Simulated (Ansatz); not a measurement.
The start is a generated cell, Ti6O placed in the AFLOW prototype A6B_cP7_221_f_a (D2_1, as in CaB6). Cell shape, volume and atoms are optimised at zero target pressure with r2SCAN (plane waves to 500 eV, PAW, scalar-relativistic; Ansatz, a first-principles code). The first steps use a coarse 5×5×5 k-mesh.

Input geometry:
```yaml
crystal:
  lattice:
    - [4.74351, 0.00000, 0.00000]
    - [0.00000, 4.74351, 0.00000]
    - [0.00000, 0.00000, 4.74351]
  atoms:
    - { symbol: O, position: [0.00000, 0.00000, 0.00000] }
    - { symbol: Ti, position: [0.21170, 0.50000, 0.50000] }
    - { symbol: Ti, position: [0.78830, 0.50000, 0.50000] }
    - { symbol: Ti, position: [0.50000, 0.50000, 0.21170] }
    - { symbol: Ti, position: [0.50000, 0.50000, 0.78830] }
    - { symbol: Ti, position: [0.50000, 0.21170, 0.50000] }
    - { symbol: Ti, position: [0.50000, 0.78830, 0.50000] }
```

**Question.** By how much does the energy per atom fall from start to end?

**Answer.** About 2.5 eV/atom.

**Question.** How does the volume per atom move from start to end?

**Answer.** +89.6 %, from 15.25 to 28.91 Å³/atom.

**Question.** How do the shortest distances between atoms change?

**Answer.** The closest pairs of elements (up to four, under 3.6 Å), start → end: Ti–Ti 1.93 → 1.93 Å; O–Ti 3.50 → 4.26 Å.

**Question.** What band gap does the relaxed structure have at this level?

**Answer.** No gap (metallic).

**Question.** The last rounds were run with spin polarisation. What moments result?

**Answer.** Net 0.60 μB/atom, ferromagnetic.

**Question.** Write out the relaxed structure.

**Answer.** 
Space group Pm-3m (No. 221); a = 5.8710 Å, b = 5.8710 Å, c = 5.8710 Å, α = 90.00°, β = 90.00°, γ = 90.00°

| atom | site | symmetry | x | y | z |
|---|---|---|---|---|---|
| O | 1a | m-3m | 0.0000 | 0.0000 | 0.0000 |
| Ti | 6f | 4m.m | 0.1645 | 0.5000 | 0.5000 |

The space group stays Pm-3m (No. 221) (the run could not lower it); the end is AFLOW prototype A6B_cP7_221_f_a (D2_1, as in CaB6), with 7 atoms in the primitive magnetic cell. Final values are on a 8×8×8 k-mesh of the relaxed cell. The first round had no spin; a later round switched it on. The start holds a very short contact (Ti–Ti 1.93 Å). Spin state reached: ferromagnetic (net 0.60 μB/atom); other spin orders were not run from this start. The d or f electrons are treated with no Hubbard U.

The run could not lose the symmetry of its start: the end is stationary, and may be a saddle point rather than a minimum.

The relaxed structure here is a generated cell of Ti6O: the first start was made by placing the elements on the sites of a structure type, and the end was not matched to a known phase here, so it may be hypothetical.
